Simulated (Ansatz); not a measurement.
In₂Ge₂O₇:
```yaml
crystal:
  lattice:
    - [3.32731, 4.43379, 0.00000]
    - [-3.32731, 4.43379, 0.00000]
    - [-1.03877, 0.00000, 4.85058]
  atoms:
    - { symbol: In, position: [0.69296, 0.69296, 0.00000] }
    - { symbol: In, position: [0.30704, 0.30704, 0.00000] }
    - { symbol: Ge, position: [0.76312, 0.23688, 0.59426] }
    - { symbol: Ge, position: [0.23688, 0.76312, 0.40574] }
    - { symbol: O, position: [0.07385, 0.59270, 0.21185] }
    - { symbol: O, position: [0.92615, 0.40730, 0.78815] }
    - { symbol: O, position: [0.59270, 0.07385, 0.78815] }
    - { symbol: O, position: [0.40730, 0.92615, 0.21185] }
    - { symbol: O, position: [0.00000, 0.00000, 0.50000] }
    - { symbol: O, position: [0.41308, 0.58692, 0.72664] }
    - { symbol: O, position: [0.58692, 0.41308, 0.27336] }
```

Cartesian axes are those of the cell as given.

### Question
Give the high-frequency dielectric tensor and the Born effective charge tensors of the independent atoms from DFPT, PBEsol in the plane-wave PAW code Ansatz.

### Answer

ε∞:
```
4.19  0.00  0.00
0.00  3.92  0.00
0.00  0.00  3.88
```
Z* of atom 1 (In), rows: field, columns: displacement, in e:
```
 3.60   0.00  -0.03
 0.00   3.47   0.00
 0.05   0.00   3.17
```
Z* of atom 3 (Ge), rows: field, columns: displacement, in e:
```
 4.04   0.00  -0.10
 0.00   3.35   0.00
-0.21   0.00   3.63
```
Z* of atom 5 (O), rows: field, columns: displacement, in e:
```
-1.97  -0.15   0.09
-0.17  -2.20  -0.75
 0.11  -0.73  -1.77
```
Z* of atom 9 (O), rows: field, columns: displacement, in e:
```
-3.61   0.00   0.69
 0.00  -1.16   0.00
 0.77   0.00  -1.41
```
Z* of atom 10 (O), rows: field, columns: displacement, in e:
```
-1.90   0.00  -0.41
 0.00  -1.83   0.00
-0.45   0.00  -2.56
```

Space group C2/m. The first step of the workflow began from a Materials Project structure, measured or hypothetical; the Crystallography Open Database files this formula in space group No. 12, but the cells were not matched. Its standing as an ambient phase is unchecked. The PBEsol relaxation kept the symmetry of its start. At this level the phase is dynamically unstable (imaginary phonons). Spin–orbit coupling is left out wherever it is not named.

Potentials: the later of the program's two PAW sets.
